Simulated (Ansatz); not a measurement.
The elements of this relaxed trial crystal are hidden behind letters.

```
lattice vectors (Å)
   6.1428    0.0000    0.0000
   0.0000    6.1428    0.0000
   0.0000    0.0000    6.1428
fractional positions
X 0.5000 0.5000 0.5000
Z 0.0000 0.0000 0.5000
Z 0.0000 0.5000 0.0000
Z 0.5000 0.0000 0.0000
Q 0.7447 0.7447 0.7447
Q 0.7447 0.2553 0.2553
Q 0.2553 0.7447 0.2553
Q 0.2553 0.2553 0.7447
```

These are results of Ansatz 0.2.0, DFT PBE, scalar-relativistic, plane waves, PAW, not measurements. The final run on the 8-atom cell used 420 eV, a Γ-centred 6×6×6 mesh, 0.02 eV smearing and no spin polarisation.

```
Space group                              : P-43m (No. 215)
Conventional cell                        : a = 6.143 Å
Volume per atom                          : 28.97 Å³
Density                                  : 4.85 g/cm³
Formation energy                         : −0.786 eV/atom
Gap on the 6×6×6 mesh of the 8-atom cell : 0.99 eV
```

Energies are uncorrected and count from the elements' standard states at the same level.

Problem. X is an s-block element of period 3, Z is a d-block element of period 5 and Q is a p-block element of period 4. Which elements are they?

Solution. X = Mg, Z = Cd, Q = Se, so the formula is MgCd3Se4. Density times volume gives a mean mass of 4.85 × 28.97/1.6605 = 84.6 u per atom, and this set has 84.7 u. Around Mg lie 4 Se at 2.60 Å; Cd has 4 Se at 2.68 Å; Se is surrounded by 1 Mg at 2.60 Å and 3 Cd at 2.68 Å. Other sets within the hints have nearly the same mass, so mass alone doesn't settle it; this one was computed.

Kohn–Sham gaps at this level usually fall short of measured ones. Symmetry constrained the relaxation, so the result can be a saddle point.
